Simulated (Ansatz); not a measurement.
Ansatz (an electronic-structure program) input:

Ansatz 0.2 input:
```yaml
crystal:
  lattice:
    - [2.5912730973, 1.4960722203, 4.5493739229]
    - [-2.5912730973, 1.4960722203, 4.5493739229]
    - [0.0, -2.9921444405, 4.5493739229]
  atoms:
    - { symbol: Li, position: [0.75, 0.75, 0.75] }
    - { symbol: Li, position: [0.25, 0.25, 0.25] }
    - { symbol: Nb, position: [0.0, 0.0, 0.0] }
    - { symbol: Nb, position: [0.5, 0.5, 0.5] }
    - { symbol: O, position: [0.6295781566, 0.8704218434, 0.25] }
    - { symbol: O, position: [0.3704218434, 0.1295781566, 0.75] }
    - { symbol: O, position: [0.25, 0.6295781566, 0.8704218434] }
    - { symbol: O, position: [0.75, 0.3704218434, 0.1295781566] }
    - { symbol: O, position: [0.8704218434, 0.25, 0.6295781566] }
    - { symbol: O, position: [0.1295781566, 0.75, 0.3704218434] }
kpoints:
  mp_grid: { grid: [6, 6, 6] }
basis: { xc_grid: 2 }
hamiltonian:
  xc: pbesol
  pseudopotentials: { azcp: { folder: ./paw }, kind: paw }
scf:
  occupations: { method: fixed }
output:
  optics: { e_range: [0.0, 15.0], de: 0.05, sigma: 0.1, bands: { spectra_wanted_up_to: 12 eV } }
```

Output (shortened):

```
output.optics: the spectra are integrated over the Brillouin zone by k·p interpolation around the k-points, where levels, occupations, output.optics.sigma and …
Pseudopotential: Li, paw, valence charge 3
Pseudopotential: Nb, paw, valence charge 13
Pseudopotential: O, paw, valence charge 6
Functional definition: PBEsol
Crystal: 10 atoms, lattice volume = 105.820 Å³
Basis set: ecut = 420 eV, 2073 PW (Γ), exchange–correlation on 80×80×80 points (8 copies of the dense FFT grid, shifted against one another)
Bands: 44, of which v1, the nominal top of the filled ones, is band 34 counted from 1 (33 counted from 0)
Symmetry: 12 space group operations
Space group: R-3c (ITA 167), of the structure as read, at distance tolerance 4.7e-5 Å
k-points: 32 of 216
SCF iter   1: F=—  HF=-12774.187052 eV  |F-HF|=—  |Δ(HF+E_count)|=         —  Δρ=8.78e-2  dr2=8.55e0  ethr=3.10e-3  ⟨swp⟩=4.0  Hψ=4995  notcnv=0  defer=153
preconditioner: auto → Resta (q_TF=auto, 2.534 Å⁻¹)
SCF iter   2: F=—  HF=-12772.757133 eV  |F-HF|=—  |Δ(HF+E_count)|=    1.43e0  Δρ=4.49e-2  dr2=8.14e-1  ethr=3.10e-3  ⟨swp⟩=2.0  Hψ=2623  notcnv=0  defer=138
SCF iter   3: F=—  HF=-12772.682273 eV  |F-HF|=—  |Δ(HF+E_count)|=   7.49e-2  Δρ=2.08e-2  dr2=2.62e-1  ethr=1.20e-3  ⟨swp⟩=2.0  Hψ=1958  notcnv=0  defer=236
SCF iter   4: F=—  HF=-12772.683663 eV  |F-HF|=—  |Δ(HF+E_count)|=   1.39e-3  Δρ=6.89e-3  dr2=2.68e-2  ethr=3.85e-4  ⟨swp⟩=2.0  Hψ=1363  notcnv=0  defer=255
SCF iter   5: F=—  HF=-12772.688004 eV  |F-HF|=—  |Δ(HF+E_count)|=   4.34e-3  Δρ=1.53e-3  dr2=2.52e-3  ethr=3.94e-5  ⟨swp⟩=2.1  Hψ=1939  notcnv=0  defer=255
SCF iter   6: F=—  HF=-12772.687966 eV  |F-HF|=—  |Δ(HF+E_count)|=   3.74e-5  Δρ=2.14e-4  dr2=5.11e-5  ethr=3.71e-6  ⟨swp⟩=2.0  Hψ=1939  notcnv=0  defer=255
SCF iter   7: F=—  HF=-12772.687976 eV  |F-HF|=—  |Δ(HF+E_count)|=   1.02e-5  Δρ=5.34e-5  dr2=3.61e-6  ethr=7.51e-8  ⟨swp⟩=2.1  Hψ=2098  notcnv=0  defer=118
SCF iter   8: F=—  HF=-12772.687978 eV  |F-HF|=—  |Δ(HF+E_count)|=   1.15e-6  Δρ=5.38e-6  dr2=4.38e-8  ethr=5.30e-9  ⟨swp⟩=2.5  Hψ=2065  notcnv=0  defer=111
SCF iter  11: F=-12772.687978 eV  HF=-12772.687978 eV  |F-HF|=1.82e-12  |Δ(HF+E_count)|=  3.46e-11  Δρ=4.53e-8  dr2=1.77e-12  ethr=1.00e-12  ⟨swp⟩=9.7  Hψ=4489  notcnv=0
SCF 1 converged in 11 iterations: F = -12772.687978 eV  dr2 = 1.77e-12
NSCF: frozen V_eff on 32 k-points
Optics k sum: 0 of 32 k-points
Optics k sum: 2 of 32 k-points
Optics k sum: 4 of 32 k-points
Optics k sum: 5 of 32 k-points
Optics k sum: 7 of 32 k-points
Optics k sum: 8 of 32 k-points
Optics k sum: 10 of 32 k-points
Optics k sum: 12 of 32 k-points
Optics k sum: 13 of 32 k-points
Optics k sum: 15 of 32 k-points
Optics k sum: 16 of 32 k-points
Optics k sum: 18 of 32 k-points
Optics k sum: 20 of 32 k-points
Optics k sum: 21 of 32 k-points
Optics k sum: 23 of 32 k-points
Optics k sum: 24 of 32 k-points
Optics k sum: 26 of 32 k-points
Optics k sum: 28 of 32 k-points
Optics k sum: 29 of 32 k-points
Optics k sum: 31 of 32 k-points
Optics k sum: 32 of 32 k-points
Optics k sum: 0 of 32 k-points
Optics k sum: 2 of 32 k-points
Optics k sum: 4 of 32 k-points
Optics k sum: 5 of 32 k-points
Optics k sum: 7 of 32 k-points
Optics k sum: 8 of 32 k-points
Optics k sum: 10 of 32 k-points
Optics k sum: 12 of 32 k-points
Optics k sum: 13 of 32 k-points
Optics k sum: 15 of 32 k-points
Optics k sum: 16 of 32 k-points
Optics k sum: 18 of 32 k-points
Optics k sum: 20 of 32 k-points
Optics k sum: 21 of 32 k-points
Optics k sum: 23 of 32 k-points
Optics k sum: 24 of 32 k-points
Optics k sum: 26 of 32 k-points
Optics k sum: 28 of 32 k-points
Optics k sum: 29 of 32 k-points
Optics k sum: 31 of 32 k-points
Optics k sum: 32 of 32 k-points
NSCF: frozen V_eff on 1 k-points
NSCF: frozen V_eff on 1 k-points
NSCF: frozen V_eff on 1 k-points
output.optics: what the bands over the 65 summed would add to eps1, eps2 and the energy-loss function is held between a lower and an upper bound (9 Lanczos …
SCF converged after 11 iterations
Free energy (F): -12772.687978 eV
Harris-Foulkes:  -12772.687978 eV  (|F-HF|=1.82e-12)
Internal energy: -12772.687978 eV  (E = F + TS)
E sigma→0 (E₀):  -12772.687978 eV
Fermi energy:    7.342123 eV
--- Per-component energies (eV) ---
  E_band       = -522.607720
  E_kinetic    = 1789.288451
  E_local      = -4177.283448  (includes V_loc(G=0)·N_el)
  E_nonlocal   = 456.888751
  E_hartree    = 1451.553022
  E_xc         = -773.069105
  E_vxc        = -969.776968  (∫ρ·V_xc dr)
  E_paw        = -7035.303406  (= ΣΔE_a)
  E_vpaw       = -524.835559  (= ΣTr[D̂ρ^β])
  E_aug_tail   = 0.005019  (compensation charges beyond the density's cutoff)
  E_ewald      = -4485.356409
  E_core_change = 0.589147  (= ΣΔE_core)
  E_smearing   =  0.000000  (= −TS)
  E_closure    =  0.000000  (closes the sum)
  Σ components = -12772.687978   (vs F -12772.687978, Δ=0.00e0)
  [band-id]    e_kinetic+e_local+e_nonlocal+2·e_hartree+e_vxc+e_vpaw+e_augmentation_tail = -522.607711   (vs E_band -522.607720, Δ=9.18e-6)
--- Band table (eV; the first three rows and the last of 32) ---
  k-point 0: bands = ["-46.8885", "-46.8732", "-34.7959", "-34.7936", "-23.2044", "-23.2044", "-23.1867", "-23.0254", "-23.0254", "-22.9842", "-9.6835", "-9.1406", "-9.1406", "-7.8298", "-7.8271", "-7.8271", "2.3850", "2.3850", "2.6768", "2.8323", "2.8323", …
  k-point 1: bands = ["-46.8874", "-46.8742", "-34.7958", "-34.7938", "-23.1937", "-23.1930", "-23.1737", "-23.0386", "-23.0381", "-22.9983", "-9.5715", "-9.0671", "-9.0630", "-7.9618", "-7.9290", "-7.9287", "2.5860", "2.6192", "2.8552", "2.9440", "2.9734", …
  k-point 2: bands = ["-46.8846", "-46.8770", "-34.7954", "-34.7942", "-23.1634", "-23.1615", "-23.1377", "-23.0737", "-23.0721", "-23.0364", "-9.2596", "-8.8664", "-8.8465", "-8.3138", "-8.1892", "-8.1871", "3.1008", "3.1272", "3.2708", "3.3775", "3.4798", …
  k-point 31: bands = ["-46.8808", "-46.8808", "-34.7948", "-34.7948", "-23.1168", "-23.1168", "-23.1168", "-23.1168", "-23.0894", "-23.0894", "-8.8220", "-8.8220", "-8.5277", "-8.5277", "-8.5277", "-8.5277", "3.6069", "3.6069", "3.6069", "3.6069", "4.0320", …
```

Cost: roughly 3 core-minutes on shared cores.

The workflow started from a Materials Project entry (that database holds measured and hypothetical structures alike); the Crystallography Open Database files this formula in space group No. 167, but the cells were not matched. It is not the phase usual at ambient conditions (space group No. 161). Symmetry was held in the PBEsol relaxation; its stability against distortions is not shown here. The run is not spin-polarised. Spin–orbit coupling is left out wherever it is not named.

Potentials: the earlier of the program's two PAW sets.

Ansatz is a plane-wave DFT program.
